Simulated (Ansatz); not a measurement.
# Bi at several levels of theory

One geometry, relaxed with PBE+D3(BJ), and single points on it; plane waves with PAW potentials in Ansatz, scalar-relativistic unless the row names spin-orbit coupling. No spin polarisation. Meshes are on the primitive cell of 2 atoms. Gaps are the least over mesh and band path; pressure is positive in compression. Smearing is Gaussian, 0.10 eV. Rows that don't name D3 lack it, which shows in their pressure.

```
CELL_PARAMETERS angstrom
2.26734 1.30905 3.88173
-2.26734 1.30905 3.88173
0.00000 -2.61810 3.88173
ATOMIC_POSITIONS crystal
Bi 0.23713 0.23713 0.23713
Bi 0.76287 0.76287 0.76287
```

```
     level cutoff (eV) k mesh gap (eV) pressure (GPa) rough cost with bands (core-min)
PBE+D3(BJ)          420  12×12×12         0             0.0                               0.9
```

Q: What do r2SCAN, PBE+D3(BJ) with spin-orbit coupling, PBEsol give on the same cell?

A:
```csv
level,cutoff (eV),k mesh,gap (eV),pressure (GPa),rough cost with bands (core-min)
r2SCAN,500,12×12×12,0,1.3,1.6
PBE+D3(BJ) with spin-orbit coupling,420,12×12×12,0,1.0,2
PBEsol,420,12×12×12,0,-0.3,0.9
```

Spin-orbit coupling is left out except in a row that names it, which matters for the bands of heavy elements.